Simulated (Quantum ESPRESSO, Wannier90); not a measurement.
# RbCl (rock salt), plane waves to Wannier functions

```xyz
2
Lattice="0.0000 3.3087 3.3087 3.3087 0.0000 3.3087 3.3087 3.3087 0.0000" Properties=species:S:1:pos:R:3 pbc="T T T"
Rb     0.0000     0.0000     0.0000
Cl     3.3087     3.3087     3.3087
```

Structure: Materials Project mp-23295, symmetrised, not relaxed again. COD (Crystallography Open Database) has the formula in 2 space groups, this one among them (matched by group alone). Computed values, not measurements, from PBEsol: Quantum ESPRESSO (norm-conserving PseudoDojo potentials, cutoff 47 Ry, no spin polarisation, no spin-orbit coupling) on a Γ-centred 8×8×8 mesh, then Wannier90. Density: 8×8×8 mesh, cold smearing 0.01 Ry.

Functional, cutoff and mesh named above are those of the base row (8×8×8); the first column says what each row takes instead. Model: 4 functions from bands 2,6-8, start SCDM (isolated) (the valence bands). Energies are relative to the valence-band maximum; the misfit is to pw.x on a path, for all bands of the set. Only the mesh of Bloch states changes. Ω_total can sit in another minimum from row to row; Ω_I of an isolated set cannot. A star marks runs that hit the step limit.

```tsv
mesh	Ω_I (Å²)	Ω_total (Å²)	rms misfit (meV)	k-points (cost)	rough cost of nscf and overlaps (first row = 1)
3×3×3	3.93	4.63	9.5	27	1.0
4×4×4	4.14	4.85*	2.4	64	1.6
5×5×5	4.24	4.95	0.7	125	3
7×7×7	4.33	5.05	0.1	343	7
8×8×8	4.35	5.07	0.0	512	11
10×10×10	4.38	5.10	0.0	1000	19
```
